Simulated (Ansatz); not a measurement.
SiO₂:
```cif
data_O8Si4
_chemical_formula_sum 'Si4 O8'
_space_group_name_H-M_alt 'P 1'
_space_group_IT_number 1
_cell_length_a 4.07162
_cell_length_b 5.03012
_cell_length_c 4.48325
_cell_angle_alpha 90.000
_cell_angle_beta 90.000
_cell_angle_gamma 90.000
loop_
_space_group_symop_operation_xyz
  'x, y, z'
loop_
_atom_site_label
_atom_site_type_symbol
_atom_site_fract_x
_atom_site_fract_y
_atom_site_fract_z
_atom_site_occupancy
Si1 Si 0.50000 0.34816 0.75000 1
Si2 Si 0.50000 0.65184 0.25000 1
Si3 Si 0.00000 0.15184 0.25000 1
Si4 Si 0.00000 0.84816 0.75000 1
O1 O 0.26883 0.61794 0.58039 1
O2 O 0.73117 0.38206 0.41961 1
O3 O 0.23117 0.88206 0.08039 1
O4 O 0.76883 0.11794 0.91961 1
O5 O 0.76883 0.88206 0.41961 1
O6 O 0.23117 0.11794 0.58039 1
O7 O 0.73117 0.61794 0.91961 1
O8 O 0.26883 0.38206 0.08039 1
```

Relaxed with r²SCAN.

Problem. Give the optical modes at the zone centre with their infrared activity from DFPT, r²SCAN (plane waves, PAW; program Ansatz).

Solution. Transverse frequencies, without the LO–TO term; a row sums one degenerate level.

| ω (cm⁻¹) | degeneracy | IR ((D/Å)²/amu) | activity | symmetry |
|---|---|---|---|---|
| 356 | 1 | 0.00 | IR-inactive | B3g |
| 380 | 1 | 0.00 | IR-inactive | Ag |
| 387 | 1 | 1.10 | IR | B1u |
| 399 | 1 | 0.00 | IR-inactive | B1g |
| 403 | 1 | 0.00 | IR-inactive | B3g |
| 451 | 1 | 29.92 | IR | B3u |
| 466 | 1 | 7.57 | IR | B3u |
| 496 | 1 | 73.09 | IR | B2u |
| 496 | 1 | 0.00 | IR-inactive | B1g |
| 507 | 1 | 0.00 | IR-inactive | Au |
| 508 | 1 | 23.65 | IR | B1u |
| 515 | 1 | 0.00 | IR-inactive | Ag |
| 540 | 1 | 0.00 | IR-inactive | B1g |
| 544 | 1 | 0.00 | IR-inactive | B2g |
| 549 | 1 | 0.00 | IR-inactive | Au |
| 564 | 1 | 0.00 | IR-inactive | Ag |
| 614 | 1 | 0.00 | IR-inactive | B3g |
| 618 | 1 | 62.93 | IR | B1u |
| 649 | 1 | 0.00 | IR-inactive | B1g |
| 650 | 1 | 0.00 | IR-inactive | B2g |
| 651 | 1 | 47.12 | IR | B3u |
| 680 | 1 | 27.65 | IR | B2u |
| 697 | 1 | 0.00 | IR-inactive | Au |
| 735 | 1 | 10.17 | IR | B3u |
| 740 | 1 | 0.00 | IR-inactive | B2g |
| 746 | 1 | 0.00 | IR-inactive | B3g |
| 756 | 1 | 14.00 | IR | B1u |
| 795 | 1 | 0.00 | IR-inactive | Ag |
| 803 | 1 | 0.00 | IR-inactive | Au |
| 808 | 1 | 0.15 | IR | B2u |
| 858 | 1 | 0.00 | IR-inactive | B3g |
| 882 | 1 | 0.00 | IR-inactive | B1g |
| 933 | 1 | 0.00 | IR-inactive | B2g |

Problem. How high does the top mode go among those that the LO–TO term moves?

Solution. 1024 cm⁻¹ for q along x, 1013 cm⁻¹ for q along y, 1044 cm⁻¹ for q along z.

Space group Pbcn. The workflow started from a Materials Project entry (that database holds measured and hypothetical structures alike); the Crystallography Open Database copy checked does not list it. It is not the phase usual at ambient conditions (space group No. 92, 152, 154). Symmetry was held in the r²SCAN relaxation; of distortions, only those at the zone centre were tested.

Potentials: the later of the program's two PAW sets.
